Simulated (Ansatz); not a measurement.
NiO (CsCl type, Pm-3m), plane-wave PAW PBE (Ansatz code), all energies at zero smearing, with the estimated change up to a 700 eV cutoff added, with one set of potentials and settings (totals compare only within such a set). Cell of 4 atoms (2 Ni, 2 O): -12809.472 eV.

| element | reference phase | E (eV/atom) |
|---|---|---|
| Ni | Fm-3m, 1 atoms in the cell, spin-polarised | -5839.7239 |
| O | C2/m, 4 atoms in the cell, spin-polarised | -565.0000 |

Formation energy per atom, worked out: (-12809.472 − 2×(-5839.7239) − 2×(-565.0000))/4 = -0.006 eV/atom (-1 kJ per mol of atoms), at 0 K, without zero-point energy or fitted corrections.

The cell is a constructed one: a structure type filled with these elements; neither database checked (COD, Materials Project) lists it. It is not the phase usual at ambient conditions (space group No. 225). The PBE relaxation kept the symmetry of its start, as lowered by the spin order; whether a distortion lowers the energy is not shown. Magnetic state: antiferromagnetic, chosen from 3 collinear starts compared on coarse meshes (ties went to the first, and starts can fall back to one state), not a proven ground state. Other orbital occupations within this spin state were not tried. No Hubbard U is applied. The references are the lowest solids computed at this level, not always the standard phases (solids in place of the gases).

Potentials: the later of the program's two PAW sets.
